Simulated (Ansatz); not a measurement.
Relaxed GaP (zinc blende):

```xyz
2
Lattice="0.0000 2.7257 2.7257 2.7257 0.0000 2.7257 2.7257 2.7257 0.0000" Properties=species:S:1:pos:R:3 pbc="T T T"
P      4.0885     4.0885     4.0885
Ga     0.0000     0.0000     0.0000
```

Two-dimensional scan of atom 2 (Ga, nearest neighbour P at 2.361 Å; its periodic images, 3.9 Å or more away, move with it): u runs along (1.000, 0.000, 0.000), v along (0.000, 1.000, 0.000) (Cartesian). Cell and other atoms are fixed.

The numbers are results of r2SCAN (plane waves to 500 eV, PAW, scalar-relativistic; Ansatz, an electronic-structure program), not measurements. k mesh 8×8×8 (Γ-centred), Fermi-Dirac smearing 0.05 eV. E stands for the smeared free energy. As the smearing reaches across the gap at some points, energies and forces of such displacements shift with the k mesh and the smearing. GaP was relaxed with its symmetry unable to fall. The zero of ΔE is the undisplaced structure. Axes are in Å.

```json
[
 {"ΔE (meV/cell)": "v = -0.590", "u = -0.590": "4101", "u = -0.295": "2216", "u = 0.000": "1526", "u = 0.295": "2216", "u = 0.590": "4101"},
 {"ΔE (meV/cell)": "v = -0.295", "u = -0.590": "2216", "u = -0.295": "___", "u = 0.000": "___", "u = 0.295": "___", "u = 0.590": "2216"},
 {"ΔE (meV/cell)": "v = 0.000", "u = -0.590": "1526", "u = -0.295": "___", "u = 0.000": "0", "u = 0.295": "___", "u = 0.590": "1526"},
 {"ΔE (meV/cell)": "v = 0.295", "u = -0.590": "2216", "u = -0.295": "___", "u = 0.000": "___", "u = 0.295": "___", "u = 0.590": "2216"},
 {"ΔE (meV/cell)": "v = 0.590", "u = -0.590": "4101", "u = -0.295": "2216", "u = 0.000": "1526", "u = 0.295": "2216", "u = 0.590": "4101"}
]
```

Q: Some entries are withheld; supply them.

A: 
- v = -0.295, u = -0.295: 922
- v = -0.295, u = 0.000: 428
- v = -0.295, u = 0.295: 922
- v = 0.000, u = -0.295: 428
- v = 0.000, u = 0.295: 428
- v = 0.295, u = -0.295: 922
- v = 0.295, u = 0.000: 428
- v = 0.295, u = 0.295: 922

(A displaced cell: forces are minus the slopes of the energy, force constants its curvatures, and phonons follow from these.)
